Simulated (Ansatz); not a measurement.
C:
```
CELL_PARAMETERS angstrom
      2.30545     4.57409     0.00000
     -2.30545     4.57409     0.00000
     -1.55353     0.00000     3.24490
ATOMIC_POSITIONS crystal
  C  0.78483 0.82388 0.44850
  C  0.21517 0.17612 0.55150
  C  0.82388 0.78483 0.05150
  C  0.17612 0.21517 0.94850
  C  0.09337 0.56924 0.87869
  C  0.90663 0.43076 0.12131
  C  0.56924 0.09337 0.62131
  C  0.43076 0.90663 0.37869
```

This is the PBEsol-relaxed structure. Tensor components refer to the Cartesian frame of this cell.

Q: All from PBEsol in the plane-wave PAW code Ansatz, unless another level is named. Give the band gap.

A: 0.17 eV (indirect).

Q: And the smallest direct gap on the standard path?

A: 1.03 eV.

Q: Predict the electron effective mass.

A: 0.38, 0.42, 2.3 mₑ (principal values).

Q: What about the conduction-band minimum?

A: off the standard path, at k = (0.203, -0.497, -0.422) in fractions of the reciprocal vectors.

Q: Give the valence-band maximum.

A: at Γ.

Space group C2/c. The start of the workflow was typed in or built on a structure type; neither database checked (COD, Materials Project) lists it. It is not the phase usual at ambient conditions (space group No. 194, 227). The cell was relaxed with PBEsol under the symmetry of its start. At this level the phase is mechanically unstable. The volume moved by 100 % from the start of the relaxation.

Potentials: the earlier of the program's two PAW sets. The files were generated under PBE; for other functionals the program regenerates the frozen cores, and for LDA and PBEsol the local potential too.
